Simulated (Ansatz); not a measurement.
Input file of a DFT run on RuS with Ansatz:

```yaml
crystal:
  lattice:
    - [0.0, 2.4155483897, 2.4155483897]
    - [2.4155483897, 0.0, 2.4155483897]
    - [2.4155483897, 2.4155483897, 0.0]
  atoms:
    - { symbol: Ru, position: [0.5, 0.5, 0.5] }
    - { symbol: S, position: [0.0, 0.0, 0.0] }
basis:
  ecutwfc: 500
  ecutrho_ratio: 4
kpoints:
  mp_grid: { grid: [12, 12, 12] }
hamiltonian:
  xc: r2scan
scf:
  occupations: { method: gaussian, width: 0.05 }
output:
  forces: true
  stress: true
  eigenvalues: true
```

Launched as:
```sh
ansatz run input.yaml --threads 2 --pin off --max-ram 2662MiB --backend cpu --events-out ev --progress --plain --runs-dir out
```

The start was a prototype's sites filled with these elements, not a measured cell.

Problem. What will the run give?

Solution. Pressure 7.9 GPa, gap on the mesh zero (metallic) (r²SCAN, scalar-relativistic).

What the program printed, in part:

```
Pseudopotentials: kind: paw
Pseudopotential: Ru, paw, valence charge 16, recommended cutoff 500 eV (meta_gga), Ru.paw.azcp
Pseudopotential: S, paw, valence charge 6, recommended cutoff 500 eV (meta_gga), S.paw.azcp
Crystal: 2 atoms, lattice volume = 28.189 Å³
Basis set: ecut = 500 eV, 725 PW (Γ), exchange–correlation on 100×100×100 points (64 copies of the dense FFT grid, shifted against one another)
Bands: 15, of which v1, the nominal top of the filled ones, is band 11 counted from 1 (10 counted from 0)
Symmetry: 48 space group operations
Space group: Fm-3m (ITA 225), of the structure as read, at distance tolerance 3.0e-5 Å
k-points: 72 of 1728
Initial density: superposition of atomic densities (neutral atoms: chi_scale 0, normalization atom), corrected by the library's trained network
Initial wavefunctions: pseudopotential atomic-orbital guess
Functional: x = r2scan, c = r2scan; τ floored in thin density (d = 2e-4 eV/Å³)
```

SCF trace (energy estimate counted from the last row):
| iteration | ΔE (eV) | density residual (eV) |
| --- | --- | --- |
| 1 | 0.063 | 1.64e-2 |
| 2 | 3.4e-03 | 5.56e-3 |
| 3 | 4.1e-04 | 7.23e-4 |
| 4 | 1.0e-05 | 1.54e-5 |
| 5 | 1.0e-06 | 1.58e-6 |
| 6 | 0.000 | 3.39e-8 |

```
SCF 1 converged in 6 iterations: F = -6796.037310 eV  dr2 = 3.39e-8
SCF converged after 6 iterations
Free energy (F): -6796.037310 eV
E sigma→0 (E₀):  -6796.033568 eV
Entropy (-TS):   -0.007484 eV (-3.742 meV/atom)
Fermi energy:    16.862139 eV
--- Forces (eV/Å), atoms counted from 1 ---
  atom   1  Ru     0.00000000     0.00000000     0.00000000
  atom   2  S      0.00000000     0.00000000     0.00000000
--- Stress (GPa, compression-positive) ---
        7.896936       0.000000       0.000000
        0.000000       7.896936       0.000000
        0.000000       0.000000       7.896936
  P = ⅓ Tr σ = 7.8969 GPa (78.969 kbar)
--- Band table (eV; the first three rows and the last of 72) ---
  k-point 0: bands = ["-57.4666", "-26.7423", "-26.7423", "-26.7423", "0.1344", "14.1764", "14.1764", "14.1764", "14.5496", "14.5496", "14.6265", "14.6265", "14.6265", "22.4620", "28.1518"]
  k-point 1: bands = ["-57.4660", "-26.7501", "-26.7432", "-26.7432", "0.2412", "13.3602", "13.4031", "13.4031", "14.3289", "14.3289", "15.0738", "15.8636", "15.8636", "22.8965", "27.7884"]
  k-point 2: bands = ["-57.4645", "-26.7712", "-26.7457", "-26.7457", "0.5492", "12.0879", "12.4330", "12.4330", "14.6139", "14.6139", "15.4742", "17.2514", "17.2514", "23.7937", "26.9636"]
  k-point 71: bands = ["-57.4556", "-26.8121", "-26.8121", "-26.7854", "2.0240", "10.5964", "10.6592", "10.6592", "15.9489", "15.9489", "16.6500", "17.3223", "17.5797", "25.5618", "26.5111"]
```

Run time: 2.3 s on 2 threads of Arm Neoverse V2 (shared host), peak memory 0.38 GiB.

A displaced or strained copy of the relaxed cell lay 24.1 meV/atom lower, so the structure isn't a true minimum at this level.
